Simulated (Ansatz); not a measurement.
Cu Kα1 powder pattern (kinematic, no thermal factors).
```
2θ (°)  relative intensity
 23.19                  41
 25.29                 100
 30.16                   3
 30.79                  32
 33.03                   3
 34.58                  33
 38.38                  47
 38.90                  68
 45.33                  39
 47.27                  26
 47.41                  49
 51.39                   8
 53.41                   6
 54.48                  20
 57.09                  16
 57.22                   2
 57.60                   9
 62.57                  20
 62.70                   2
 67.80                   3
 69.18                  15
 69.29                  15
 72.49                  11
 74.17                   1
 75.06                   3
 77.29                  13
 77.72                   2
 79.49                   3
 79.81                   5
 82.10                   5
 82.21                   4
 82.42                  13
 86.75                  11
 86.87                   3
 88.15                   4
```

The pattern is computed from a structure relaxed with Ansatz 0.2.0, DFT PBE, scalar-relativistic, plane waves, PAW. No spin polarisation. Its elements are Al, P, Sc.

Question: Give the structure.

Answer: Sc2AlP3.
Space group P-4m2 (No. 115). a = 3.832 Å, b = 3.832 Å, c = 8.884 Å, α = 90.00°, β = 90.00°, γ = 90.00°
```csv
atom,site,symmetry,x,y,z
Sc,2g,2mm.,0.0000,0.5000,0.6898
Al,1a,-4m2,0.0000,0.0000,0.0000
P,2f,2mm.,0.5000,0.5000,0.8807
P,1c,-4m2,0.5000,0.5000,0.5000
```

A pattern alone doesn't exclude other cells with like lines; this is the one computed.

Another cell of Sc2AlP3 relaxed alike, in Cmmm, lies 0.48 eV/atom lower, so this cell isn't the stable form at this level.

The structure comes from a generated guess; another structure or a mixture of phases may lie lower.
